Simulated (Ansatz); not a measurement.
A (001) slab of Ag (P6_3/mmc (No. 194)), 9 planes, outer planes Ag (top) and Ag (bottom), with 9 atoms (Ag9) in a surface cell of A = 7.138 Å², as cut from the bulk:

```yaml
crystal:
  lattice:
    - [2.87095, 0.00000, 0.00000]
    - [-1.43548, 2.48632, 0.00000]
    - [0.00000, 0.00000, 33.67612]
  atoms:
    - { symbol: Ag, position: [0.33333, 0.66667, 0.22271] }
    - { symbol: Ag, position: [0.00000, 0.00000, 0.29203] }
    - { symbol: Ag, position: [0.66667, 0.33333, 0.36135] }
    - { symbol: Ag, position: [0.00000, 0.00000, 0.43068] }
    - { symbol: Ag, position: [0.33333, 0.66667, 0.50000] }
    - { symbol: Ag, position: [0.00000, 0.00000, 0.56932] }
    - { symbol: Ag, position: [0.66667, 0.33333, 0.63865] }
    - { symbol: Ag, position: [0.00000, 0.00000, 0.70797] }
    - { symbol: Ag, position: [0.33333, 0.66667, 0.77729] }
```

The calculation used Ansatz 0.2.0, DFT PBEsol, scalar-relativistic, plane waves, PAW. Plane waves to 420 eV, a k mesh through Γ of 12×12×1 on the computed 9-atom cell and Gaussian smearing (0.10 eV); no spin polarisation.

Against the same 9 atoms in the bulk, the slab as cut lies 0.901 eV higher and the relaxed slab 0.898 eV higher.

(1) Work out the surface energy before and after relaxation.

(2) What is the ideal work of this cut, per area?

Results:

(1) The slab has two faces, so γ = (E_slab − N·E_bulk)/(2A), the mean of both. As cut: 0.901/(2 × 7.138) = 0.0631 eV/Å², and 1 eV/Å² = 16.02 J/m², so γ = 1.01 J/m². Relaxed: 0.898/(2 × 7.138) = 0.0629 eV/Å² = 1.01 J/m². Relaxation recovers 0.3 % of the cost of cutting.

(2) Griffith's ideal work is 2γ: 2.02 J/m², whether the new faces relax or not. One thickness was run, 9 planes, so γ can still shift with it.

The reference crystal is a form of Ag, which isn't its usual structure.